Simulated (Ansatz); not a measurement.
SiB:
```xyz
4
Lattice="3.1736 0.0000 0.0000 -1.5868 2.7484 0.0000 0.0000 0.0000 5.8364" Properties=species:S:1:pos:R:3 pbc="T T T"
Si     0.0000     1.8323     2.0843
Si     1.5868     0.9161     5.0025
B      0.0000     1.8323     0.1043
B      1.5868     0.9161     3.0225
```

Relaxed with r²SCAN. Special points in fractions of this cell's reciprocal vectors: Γ (0.000, 0.000, 0.000); M (0.500, 0.000, 0.000); K (0.333, 0.333, 0.000); A (0.000, 0.000, 0.500); L (0.500, 0.000, 0.500); H (0.333, 0.333, 0.500).

Q: List the band energies nearest the Fermi level at these points for the program Ansatz at the r²SCAN level (PAW).

A: In eV from the Fermi level; about four levels below and three above (degenerate sets whole), none deeper than 8.9 eV; points with the same levels are listed once.

| k | below | above |
|---|---|---|
| Γ | -7.68 | 0.16 1.50 1.50 |
| M | -4.97 -4.32 -2.39 -1.00 | 1.01 4.31 4.36 |
| K | -4.93 -2.87 -2.87 -2.46 | 2.10 8.36 8.36 |
| A | -3.99 -3.99 | 2.12 2.12 2.12 2.12 |
| L | -1.69 -1.69 -0.21 -0.21 | 3.75 3.75 5.49 5.49 |
| H | -4.02 -4.02 -1.14 -1.14 | 5.01 5.01 5.62 5.62 |

Space group P6_3mc (wurtzite). The workflow started from a Materials Project entry (that database holds measured and hypothetical structures alike); the Crystallography Open Database copy checked does not list it. Whether it is the stable phase at ambient conditions was not checked. The cell was relaxed with r²SCAN under the symmetry of its start. At this level the phase is mechanically unstable. Its formation energy is positive at this level, so the cell may be metastable or incomplete.

Potentials: the later of the program's two PAW sets.
